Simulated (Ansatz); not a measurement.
## Two states of YbCrO₂

```
Cr Yb O
1.0
     1.75776    3.04452    0.00000
    -1.75776    3.04452    0.00000
     0.00000   -2.02968    5.46858
Cr Yb O
1 1 2
Direct
  0.00000 0.00000 0.00000
  0.50000 0.50000 0.50000
  0.10800 0.10800 0.32400
  0.89200 0.89200 0.67600
```

Method: PBE; PAW, plane waves to 420 eV, 6×6×6 Γ-centred mesh, fermi-dirac occupations (width 0.1 eV) (Ansatz 0.2.0), atoms fixed.

State A: Cr1 up, Yb2 down (collinear spin). State B: no moments (no spin polarisation).

**Question.** Which state is lower, and how do they differ?

**Answer.** State A is lower by 169.4 meV an atom at zero smearing; in free energy at this smearing B lies +164.0 meV an atom from A.

| state | free energy (meV/atom) | largest moment in a small sphere (μB) | net moment (μB/cell) | gap on mesh (eV) | pressure (GPa) | largest force (eV/Å) |
| --- | --- | --- | --- | --- | --- | --- |
| A | 0.0 | 2.09 | 2.45 | metal | 10.1 | 0.51 |
| B | 164.0 | 0.00 | 0.00 | metal | 3.7 | 0.72 |

Origin: a known structure type with other elements, at an estimated volume, so it need not be a known compound. Caveats: semilocal functionals often miss the gap of such magnets; the k mesh is coarse if the cell is a metal; atoms or cell far from equilibrium; f shells without a U or exact exchange are poorly placed.
